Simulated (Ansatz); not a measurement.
Relaxed Pd (fcc, Cu type):

```
Pd
1.0
    0.00000     3.90836     3.90836
    1.95418     0.00000     1.95418
    1.95418     1.95418     0.00000
Pd
2
Direct
  0.00000   0.00000   0.00000
  0.50000   0.00000   0.00000
```

The atoms are displaced by Q × the pattern below (from a DFPT mode at L = (0.5, 0.0, 0.0), largest move 1; Q in Å), at fixed cell. It is one choice among 2 degenerate patterns. (q is in reciprocal vectors of the primitive cell; the cell shown is doubled to hold the pattern.)

```csv
atom,x,y,z
Pd1,-0.285,0.520,-0.805
Pd2,0.285,-0.520,0.805
```

These are r2SCAN (plane waves to 500 eV, PAW, scalar-relativistic; Ansatz, a program for electronic structure) values and carry that method's errors. k mesh 10×20×20 (Γ-centred), Fermi-Dirac smearing 0.05 eV. With partly filled bands, energies and forces of such displacements shift with the k mesh and the smearing. Pd is run without spin polarisation. Pd was relaxed with its symmetry unable to fall. 

| Q (Å) | −dE/dQ from forces (eV/Å) |
|---|---|
| -0.280 | 1.238 |
| -0.233 | 1.184 |
| -0.187 | 1.095 |
| -0.140 | 0.957 |
| -0.093 | 0.742 |
| -0.047 | 0.414 |
| 0.000 | 0.000 |
| 0.047 | -0.414 |
| 0.093 | -0.742 |
| 0.140 | -0.957 |
| 0.187 | -1.095 |
| 0.233 | -1.184 |
| 0.280 | -1.238 |

Question: What harmonic wavenumber does the curvature at Q = 0 give?

Answer: 108 cm⁻¹. E″ = 9.18 eV/Å², M = Σ mᵢ|uᵢ|² = 212.8 u, ν̃ = 521.5·√(|E″|/M).

(For displaced atoms, the force is minus the slope of the energy, and its curvature is a force constant, which sets phonon frequencies.)
